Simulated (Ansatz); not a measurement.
PHPbO4:
```yaml
crystal:
  lattice:
    - [4.60764, 0.00000, 0.00000]
    - [-0.74160, 5.79809, 0.00000]
    - [0.00000, 0.00000, 39.00000]
  atoms:
    - { symbol: H, position: [0.14130, 0.12353, 0.41801] }
    - { symbol: P, position: [0.95961, 0.24331, 0.46478] }
    - { symbol: Pb, position: [0.48680, 0.69252, 0.46492] }
    - { symbol: O, position: [0.85292, 0.43003, 0.44327] }
    - { symbol: O, position: [0.06270, 0.05117, 0.43876] }
    - { symbol: O, position: [0.73237, 0.09410, 0.48632] }
    - { symbol: O, position: [0.22525, 0.33912, 0.48652] }
    - { symbol: H, position: [0.14130, 0.62353, 0.58199] }
    - { symbol: P, position: [0.95961, 0.74331, 0.53522] }
    - { symbol: Pb, position: [0.48680, 0.19252, 0.53508] }
    - { symbol: O, position: [0.85292, 0.93003, 0.55673] }
    - { symbol: O, position: [0.06270, 0.55117, 0.56124] }
    - { symbol: O, position: [0.73237, 0.59410, 0.51368] }
    - { symbol: O, position: [0.22525, 0.83912, 0.51348] }
```
Free-standing layer in the xy plane with vacuum along z and no interaction between images.

Relaxed with r²SCAN+D4.

Question: All from plane-wave PAW r²SCAN+D4 (Ansatz code), unless another level is named. Give the gap with spin–orbit coupling.

Answer: 4.32 eV.

Question: Predict the hole effective mass, in the valley at Y.

Answer: 1.9 along x, 0.80 along y (mₑ).

Question: Next, the band gap?

Answer: 4.70 eV (direct).

Question: Next, the ionisation potential (Kohn–Sham)?

Answer: 5.88 eV.

Question: Next, the electron effective mass, in the valley at Y?

Answer: 0.88 along x, 0.65 along y (mₑ).

Space group Pc. The layer was cut from a bulk entry of the Materials Project (measured or hypothetical); whether that bulk phase is the ambient one, and whether the layer has been isolated, was not checked. The cell was relaxed with r²SCAN+D4 under the symmetry of its start; whether a distortion lowers the energy is not shown. Scalar-relativistic: spin–orbit coupling is off unless named, which matters more the heavier the elements.

Potentials: the later of the program's two PAW sets.
